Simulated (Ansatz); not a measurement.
Relaxed As (A7 type, space group R-3m):

```xyz
2
Lattice="1.8917 1.0922 3.3698 -1.8917 1.0922 3.3698 0.0000 -2.1844 3.3698" Properties=species:S:1:pos:R:3 pbc="T T T"
As     0.0000     0.0000     2.3280
As     0.0000     0.0000     7.7814
```

In each cell atom 2 (As, nearest neighbour As at 2.535 Å; its periodic images, 3.8 Å or more away, move with it) moves by s·(0.000, 0.000, 1.000) (along Cartesian z), the rest being held.

All values below come from PBE-D3(BJ) (plane waves to 420 eV, PAW, scalar-relativistic; Ansatz, a quantum-chemistry and plane-wave program). k mesh 9×9×9 (Γ-centred), Fermi-Dirac smearing 0.05 eV. E stands for the smeared free energy. With partly filled bands, energies and forces of such displacements shift with the k mesh and the smearing. As was relaxed with its symmetry unable to fall. The zero of ΔE is the undisplaced structure. The last digit holds for this mesh only.

```json
[
 {"s (Å)": "-0.250", "ΔE (meV/cell)": "168.0"},
 {"s (Å)": "-0.200", "ΔE (meV/cell)": "120.9"},
 {"s (Å)": "-0.150", "ΔE (meV/cell)": "75.6"},
 {"s (Å)": "-0.100", "ΔE (meV/cell)": "37.0"},
 {"s (Å)": "-0.050", "ΔE (meV/cell)": "10.3"},
 {"s (Å)": "0.000", "ΔE (meV/cell)": "0.0"},
 {"s (Å)": "0.050", "ΔE (meV/cell)": "9.4"},
 {"s (Å)": "0.100", "ΔE (meV/cell)": "40.3"},
 {"s (Å)": "0.150", "ΔE (meV/cell)": "93.7"},
 {"s (Å)": "0.200", "ΔE (meV/cell)": "169.9"},
 {"s (Å)": "0.250", "ΔE (meV/cell)": "withheld"}
]
```

Question: Fit a polynomial form (powers 2, 3, 4) to the given rows and predict ΔE at s = 0.250.

Answer: Least squares on the 10 given rows: ΔE = (3958)·s² + (3004)·s³ + (-8268)·s⁴, in meV/cell with s in Å; root-mean-square residual 0.90 meV/cell. At 0.250 the fit gives 262.0 meV/cell; the calculation gives 268.6 meV/cell, so the extrapolation is off by -6.6 (-2.5 %). The quadratic term alone would give 247.4 meV/cell.

(A displaced cell: forces are minus the slopes of the energy, force constants its curvatures, and phonons follow from these.)
